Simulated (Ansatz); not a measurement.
Input file for Ansatz (an electronic-structure program):

Ansatz 0.2 input:
```yaml
crystal:
  lattice:
    - [4.3237110762, 0.0, 0.0]
    - [0.0, 4.3237110762, 0.0]
    - [0.0, 0.0, 4.3237110762]
  atoms:
    - { symbol: Cs, position: [0.0, 0.0, 0.0] }
    - { symbol: Br, position: [0.5, 0.5, 0.5] }
kpoints:
  mp_grid: { grid: [7, 7, 7] }
hamiltonian:
  xc: r2scan
  pseudopotentials: { kind: paw }
scf:
  occupations: { method: fixed }
checkpoint: { read: static.run }
output: { bader: true, populations: true }
```

Output (shortened):

```
Pseudopotential: Cs, paw, valence charge 9
Pseudopotential: Br, paw, valence charge 7
Functional definition: r2SCAN
Crystal: 2 atoms, lattice volume = 80.830 Å³
Basis set: ecut = 500 eV, 2103 PW (Γ), exchange–correlation on 128×128×128 points (64 copies of the dense FFT grid, shifted against one another)
Bands: 12, of which v1, the nominal top of the filled ones, is band 8 counted from 1 (7 counted from 0)
Symmetry: 48 space group operations
Space group: Pm-3m (ITA 221), of the structure as read, at distance tolerance 4.3e-5 Å
k-points: 20 of 343
Stability of the state it starts from, as read at its close in the unpolarized treatment …
iter 1 solved again at ethr=2.59e-7 eV; its pass at ethr=3.10e-3 eV (dr2=4.14e-5 eV) is discarded
SCF iter   1: F=—  HF=-8482.836697 eV  |F-HF|=—  |Δ(HF+E_count)|=         —  Δρ=4.16e-7  dr2=7.17e-11  dr2_τ=2.62e-11  ethr=2.59e-7  ⟨swp⟩=3.6  Hψ=2172  notcnv=0  defer=36
preconditioner: auto → Resta (q_TF=auto, 2.083 Å⁻¹)
SCF iter   2: F=-8482.836697 eV  HF=-8482.836697 eV  |F-HF|=1.27e-11  |Δ(HF+E_count)|=   5.37e-8  Δρ=2.33e-7  dr2=2.70e-11  dr2_τ=3.46e-11  ethr=1.00e-12  ⟨swp⟩=10.1  Hψ=1664  notcnv=0
SCF 1 converged in 2 iterations: F = -8482.836697 eV  dr2 = 2.70e-11
SCF converged after 2 iterations
Free energy (F): -8482.836697 eV
Harris-Foulkes:  -8482.836697 eV  (|F-HF|=1.27e-11)
Internal energy: -8482.836697 eV  (E = F + TS)
E sigma→0 (E₀):  -8482.836697 eV
Fermi energy:    2.515178 eV
--- Per-component energies (eV) ---
  E_band       = -69.144679
  E_kinetic    = 277.377848
  E_local      = -423.511390  (includes V_loc(G=0)·N_el)
  E_nonlocal   = 99.036304
  E_hartree    = 124.953330
  E_xc         = -414.722189
  E_vxc        = -254.155886  (∫ρ·V_xc dr)
  E_paw        = -7363.399397  (= ΣΔE_a)
  E_vpaw       = -30.324528  (= ΣTr[D̂ρ^β])
  E_aug_tail   =  0.000000  (compensation charges beyond the density's cutoff)
  E_vtau       = 12.526306  (kinetic-family band-sum trace: ∫τ·v_τ [+ j·A + Jᵃ·Aᵃ] dr)
  E_ewald      = -782.462889
  E_core_change = -0.108314  (= ΣΔE_core)
  E_smearing   =  0.000000  (= −TS)
  E_closure    = 0.000000  (closes the sum)
  Σ components = -8482.836697   (vs F -8482.836697, Δ=0.00e0)
  [band-id]    e_kinetic+e_local+e_nonlocal+2·e_hartree+e_vxc+e_vpaw+e_augmentation_tail+e_vtau = -69.144685   (vs E_band -69.144679, Δ=-5.84e-6)
--- Band table (eV; the first three rows and the last of 20) ---
  k-point 0: bands = ["-17.8018", "-10.2324", "-4.0455", "-4.0455", "-4.0455", "2.5152", "2.5152", "2.5152", "7.7079", "7.9515", "7.9515", "12.2810"]
  k-point 1: bands = ["-17.7923", "-10.2344", "-4.1197", "-4.0276", "-4.0276", "2.2272", "2.4818", "2.4818", "8.0816", "8.1812", "8.3967", "12.1466"]
  k-point 2: bands = ["-17.7707", "-10.2400", "-4.2745", "-3.9865", "-3.9865", "1.6873", "2.4046", "2.4046", "8.4423", "9.2542", "9.5137", "11.9904"]
  k-point 19: bands = ["-17.6722", "-10.0686", "-4.4284", "-4.4138", "-4.4138", "1.4698", "1.4698", "1.5545", "10.7228", "11.2298", "11.2298", "12.0627"]
--- Löwdin populations: 2 sites ---
  site symbol       q [e]
     0     Cs      8.2413
     1     Br      7.6907
  spilling = 0.004254 (of n_electrons = 16.000000)
--- Bader charges: 2 sites ---
  site symbol  charge [e]  shift [e]
     0     Cs      0.8371     0.0000
     1     Br     -0.8371     0.0000
  shift: an alarm, by how much a part of what the PAW files miss would move the charge. Where it is large, compare
  with a run on PAW files of another source; a small one proves nothing
  estimated error of the sums over rays = 8.6e-5 e
```

Cost: around 20 core-seconds (rough) on shared cores.

The r²SCAN relaxation kept the symmetry of its start. Spin–orbit coupling is left out wherever it is not named.

Potentials: the later of the program's two PAW sets.

Ansatz is a plane-wave DFT program.
